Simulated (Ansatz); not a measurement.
**Lattice vibrations of CoSi₆Ni₂ at Γ**

Theory: DFT PBE, scalar-relativistic, plane waves, PAW (Ansatz). Settings: 420 eV plane-wave cutoff, Γ-centred 14×14×14 mesh, Fermi-Dirac smearing of 0.15 eV. No spin polarisation. Phonons by linear response, acoustic sum rule imposed.

The cell, relaxed at this level:
```
Co Si Ni
1.0
    -1.91093    1.91093    8.09118
     1.91093   -1.91093    8.09118
     1.91093    1.91093   -8.09118
Co Si Ni
1 6 2
Cartesian
  0.0000 0.0000 0.0000
  0.0000 1.9109 4.0456
  1.9109 0.0000 6.7734
  1.9109 0.0000 1.3178
  0.0000 1.9109 6.7734
  0.0000 1.9109 1.3178
  1.9109 0.0000 4.0456
  0.0000 0.0000 10.8012
  0.0000 0.0000 5.3812
```

The cell was found from a structure generator's guess, not taken from experiment. In a metal, frequencies depend on the k mesh and the smearing, soft modes most.

Optical modes at Γ:
```csv
frequency (cm⁻¹),degeneracy
130,2
145,2
222,1
228,1
264,2
274,2
285,1
294,1
317,2
317,1
331,2
334,1
368,2
374,2
393,1
403,1
```

All 24 optical modes at Γ are real: no displacement of atoms at fixed cell lowers the energy to second order. Strains and modes at other wave vectors aren't tested by this run.
